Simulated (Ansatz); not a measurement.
InSb:
```xyz
4
Lattice="4.2608 0.0000 0.0000 -2.1304 3.6900 0.0000 0.0000 0.0000 7.4586" Properties=species:S:1:pos:R:3 pbc="T T T"
In     0.0000     0.0000     0.0000
In     0.0000     0.0000     3.7293
Sb     0.0000     2.4600     1.8646
Sb     2.1304     1.2300     5.5939
```

Relaxed with PBE. Special points in fractions of this cell's reciprocal vectors: Γ (0.000, 0.000, 0.000); M (0.500, 0.000, 0.000); K (0.333, 0.333, 0.000); A (0.000, 0.000, 0.500); L (0.500, 0.000, 0.500); H (0.333, 0.333, 0.500).

Task: List the band energies nearest the Fermi level at these points for the program Ansatz at the PBE level (PAW).

Result: In eV from the Fermi level; about four levels below and three above (degenerate sets whole), none deeper than 8.9 eV; points with the same levels are listed once.

```csv
k,below,above
Γ,-6.48 -0.92 -0.48,0.06 0.06 0.62 0.62
M,-4.04 -3.92 -3.21 -1.79,0.36 0.99 1.38
K,-2.54 -2.54 -2.26 -2.26,4.05 4.82 5.04 5.04
A,-4.32 -4.32,0.36 0.36 0.36 0.36
L,-1.05 -1.05 -0.66 -0.66,3.10 3.10 5.11 5.11
H,-3.57 -3.57 -0.20 -0.20,0.22 0.22 1.90 1.90
```

Space group P6_3/mmc (NiAs type). The start of the workflow was typed in or built on a structure type; neither database checked (COD, Materials Project) lists it. It is not the phase usual at ambient conditions (space group No. 216). The PBE relaxation kept the symmetry of its start; its stability against distortions is not shown here. Spin–orbit coupling is left out wherever it is not named.

Potentials: the earlier of the program's two PAW sets.
